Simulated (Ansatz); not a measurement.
Crystals of one structure type (zinc blende) and one family of elements, relaxed and computed with r²SCAN (plane waves, PAW; program Ansatz).

| crystal | gap (eV) | ε∞ |
|---|---|---|
| BAs | 1.37 | 9.31 |
| BP | 1.41 | ? |
| GaP | 1.85 | 9.35 |
| AlN | 3.93 | 4.26 |
| BN | 4.99 | 4.46 |

Question: Fit a straight line to ln ε∞ against ln E_g and predict the withheld value.

Answer: Least squares on the 4 shown rows: ln ε∞ = -0.69 × ln E_g + (2.527), with a scatter of 11.5 %. For BP this gives 9.87. The run itself gave 8.74, a miss of 12.9 % of that.

All cells were relaxed under the symmetry of their starts (and spin orders); stability against distortions was not tested throughout. Spin–orbit coupling is left out wherever it is not named.

Potentials: the earlier of the program's two PAW sets. The files were generated under PBE; for other functionals the program regenerates the frozen cores, and for LDA and PBEsol the local potential too.
